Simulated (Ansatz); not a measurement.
# Magnetic states of cobalt, simple cubic

These are results of DFT, LDA (PW92), plane waves (420 eV) with PAW, scalar-relativistic (Ansatz), not measurements. (PAW data from PBE, frozen cores regenerated.)

Each start was relaxed and then solved on a dense mesh, with Fermi-Dirac smearing of 0.05 eV (0.1 eV in a metal without spin) extrapolated to zero. Rows within 2 meV/atom of each other tie.

(1) Where does each start end, and how do the energies compare? Starts: non-magnetic; ferromagnetic.

## Answers

(1) 
```csv
start,ends,ΔE (meV/atom),V (Å³/atom)
ferromagnetic,"ferromagnetic, net 1.56 μB per atom",0.0,11.47
non-magnetic,spin not included,132.3,11.01
```
